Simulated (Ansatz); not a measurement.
## Band table of Se (diamond type)

```xyz
2
Lattice="0.0000 2.3636 2.3636 2.3636 0.0000 2.3636 2.3636 2.3636 0.0000" Properties=species:S:1:pos:R:3 pbc="T T T"
Se   -0.5909   -0.5909   -0.5909
Se    0.5909    0.5909    0.5909
```

The cell comes from a relaxation on PAW files under the same functional, begun from a prototype that needn't be the stable phase.

All numbers are LDA results (scalar-relativistic) from Ansatz 0.2.0, with a Γ-centred 11×11×11 k mesh, Fermi–Dirac smearing of 0.08 eV, no spin polarisation. Methods: LAPW: all electrons, basis error target 1 meV/atom.

This run: volume at 0.45 of the series' base cell.

The structure type is held throughout; the real material can change phase at far lower pressure.

Path points, in fractions of the reciprocal vectors: Γ (0.000, 0.000, 0.000), X (0.500, 0.000, 0.500), U (0.625, 0.250, 0.625), K (0.375, 0.375, 0.750), L (0.500, 0.500, 0.500), W (0.500, 0.250, 0.750). The distance column jumps between branches of the path. Levels in eV from the Fermi level; bands 19 to 27, counted from the lowest band of the run. The gap is zero, the pressure 176.5 GPa.

```
# k(1/Å) point b19 b20 b21 b22 b23 b24 b25 b26 b27
0.000 Γ -23.99 -6.64 -6.64 -6.64 -4.47 -2.38 -2.38 -2.38 4.63
0.166 - -23.90 -7.62 -6.98 -6.98 -3.53 -2.58 -1.92 -1.92 5.03
0.332 - -23.63 -9.22 -7.71 -7.71 -3.07 -2.14 -0.84 -0.84 4.76
0.498 - -23.18 -10.88 -8.51 -8.51 -3.63 -1.29 0.53 0.53 4.05
0.665 - -22.55 -12.52 -9.24 -9.24 -4.12 -1.50 2.05 2.05 4.66
0.831 - -21.76 -14.12 -9.84 -9.84 -4.47 -2.31 3.64 3.64 6.12
0.997 - -20.81 -15.66 -10.28 -10.28 -4.64 -3.16 5.25 5.25 7.85
1.163 - -19.71 -17.12 -10.55 -10.55 -4.60 -3.86 6.73 6.73 9.58
1.329 X -18.47 -18.47 -10.64 -10.64 -4.34 -4.34 7.50 7.50 11.14
1.388 - -18.48 -18.46 -10.69 -10.63 -4.33 -4.24 7.41 7.41 10.53
1.447 - -18.51 -18.42 -10.85 -10.60 -4.30 -3.95 7.17 7.18 9.79
1.505 - -18.55 -18.36 -11.07 -10.55 -4.26 -3.51 6.82 6.84 9.05
1.564 - -18.62 -18.26 -11.33 -10.49 -4.19 -2.94 6.41 6.42 8.33
1.623 - -18.71 -18.14 -11.59 -10.40 -4.11 -2.27 5.95 5.97 7.63
1.682 - -18.83 -18.00 -11.83 -10.30 -4.01 -1.52 5.45 5.52 6.96
1.740 - -18.97 -17.83 -12.04 -10.19 -3.90 -0.72 4.94 5.07 6.31
1.799 U -19.15 -17.63 -12.19 -10.05 -3.78 0.13 4.43 4.62 5.68
2.613 K -19.15 -17.63 -12.19 -10.05 -3.78 0.13 4.43 4.62 5.68
2.789 - -19.86 -16.88 -12.33 -9.57 -3.34 2.76 2.95 3.40 4.08
2.965 - -20.72 -15.90 -11.98 -8.99 -2.89 1.59 2.26 2.44 5.41
3.142 - -21.61 -14.69 -11.27 -8.37 -2.58 0.40 0.96 1.87 4.74
3.318 - -22.42 -13.26 -10.29 -7.78 -2.56 -0.59 -0.14 1.67 4.48
3.494 - -23.09 -11.62 -9.15 -7.28 -2.78 -1.36 -1.04 1.26 4.68
3.670 - -23.58 -9.80 -7.99 -6.92 -3.13 -1.93 -1.72 -0.10 5.35
3.847 - -23.88 -7.90 -7.04 -6.71 -3.68 -2.26 -2.19 -1.76 5.08
4.023 Γ -23.99 -6.64 -6.64 -6.64 -4.47 -2.38 -2.38 -2.38 4.63
4.167 - -23.92 -7.63 -6.76 -6.76 -3.90 -2.21 -2.21 -2.07 4.93
4.311 - -23.72 -9.27 -7.05 -7.05 -3.70 -1.80 -1.80 -0.89 5.71
4.454 - -23.39 -10.96 -7.41 -7.41 -3.92 -1.30 -1.30 0.72 5.81
4.598 - -22.94 -12.58 -7.76 -7.76 -4.21 -0.89 -0.89 2.38 5.87
4.742 - -22.39 -14.06 -8.06 -8.06 -4.48 -0.66 -0.66 3.96 6.35
4.886 - -21.80 -15.32 -8.28 -8.28 -4.69 -0.59 -0.59 4.95 6.77
5.030 - -21.27 -16.26 -8.42 -8.42 -4.82 -0.60 -0.60 5.07 8.20
5.174 L -21.04 -16.62 -8.47 -8.47 -4.86 -0.60 -0.60 5.05 9.43
5.291 - -21.00 -16.62 -8.87 -8.54 -4.45 -0.68 -0.43 5.18 8.65
5.409 - -20.86 -16.61 -9.71 -8.77 -3.63 -0.82 0.11 5.32 7.36
5.526 - -20.63 -16.62 -10.60 -9.13 -2.82 -0.93 1.06 4.96 6.13
5.644 - -20.31 -16.70 -11.34 -9.59 -2.12 -0.90 2.28 4.17 5.09
5.761 - -19.91 -16.91 -11.83 -10.12 -1.48 -0.71 2.95 3.25 4.95
5.879 - -19.44 -17.28 -12.01 -10.67 -0.83 -0.35 2.32 2.36 6.32
5.996 - -18.91 -17.78 -11.93 -11.19 -0.14 0.15 1.45 1.55 8.00
6.114 W -18.34 -18.34 -11.63 -11.63 0.56 0.56 0.85 0.85 9.44
6.197 - -18.35 -18.35 -11.60 -11.60 -0.28 -0.28 1.75 1.75 9.44
6.280 - -18.36 -18.36 -11.51 -11.51 -1.20 -1.20 2.81 2.81 9.46
6.363 - -18.38 -18.38 -11.36 -11.36 -2.04 -2.04 3.89 3.89 9.49
6.446 - -18.41 -18.41 -11.18 -11.18 -2.79 -2.79 4.95 4.95 9.56
6.529 - -18.43 -18.43 -10.99 -10.99 -3.42 -3.42 5.95 5.95 9.71
6.612 - -18.46 -18.46 -10.81 -10.81 -3.92 -3.92 6.78 6.78 10.02
6.695 - -18.47 -18.47 -10.68 -10.68 -4.23 -4.23 7.32 7.32 10.57
6.778 X -18.47 -18.47 -10.64 -10.64 -4.34 -4.34 7.50 7.50 11.14
```
